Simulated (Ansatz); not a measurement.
One crystal and one scan (frozen-phonon scan) at two levels, PBE (plane waves to 420 eV, PAW, scalar-relativistic; Ansatz, a first-principles code) and r2SCAN (plane waves to 500 eV, PAW, scalar-relativistic; Ansatz), each from its own relaxed cell and on its own mesh. The cell shown is that of PBE.

Relaxed GaAs (zinc blende):

```xyz
4
Lattice="0.0000 5.7456 5.7456 2.8728 2.8728 5.7456 2.8728 2.8728 0.0000" Properties=species:S:1:pos:R:3 pbc="T T T"
As     4.3092    10.0548    10.0548
As     4.3092     7.1820     7.1820
Ga     0.0000     0.0000     0.0000
Ga     2.8728     5.7456     2.8728
```

A phonon eigenvector at X = (0.5, 0.5, 0.0) is frozen into this cell: atom i moves by Q times the vector below, so Q is the largest atomic displacement, in Å. The cell is held. (q is in reciprocal vectors of the primitive cell; the cell shown is doubled to hold the pattern.)

| atom | x | y | z |
|---|---|---|---|
| Ga3 | 0.000 | 0.000 | -1.000 |
| Ga4 | 0.000 | 0.000 | 1.000 |

Atoms not listed stay in place.

GaAs was relaxed with its symmetry unable to fall. Percentages come from the unrounded values.

Results of PBE:

```
Quantity                                                                                                                                           Value
----------------------------------------------------------------------------------------  --------------------------------------------------------------
Lattice constant a (Å)                                                                                                                             5.746
Harmonic wavenumber from the curvature (finite differences) (cm⁻¹ (negative: imaginary))                                                             223
Shape of the curve                                                                        a single well with its minimum at or next to zero displacement
```

What does r2SCAN give for the same quantities?


| quantity | r2SCAN | PBE − r2SCAN |
|---|---|---|
| Lattice constant a (Å) | 5.667 | +0.079 (+1.4 %) |
| Harmonic wavenumber from the curvature (finite differences) (cm⁻¹ (negative: imaginary)) | 237 | -14 (-6 %) |

PBE gives the higher value for: lattice constant a. PBE gives the lower value for: harmonic wavenumber from the curvature. Both give the same shape of the curve: a single well with its minimum at or next to zero displacement. Neither level is exact: the differences show how much the result hangs on the functional.

(A displaced cell: forces are minus the slopes of the energy, force constants its curvatures, and phonons follow from these.)
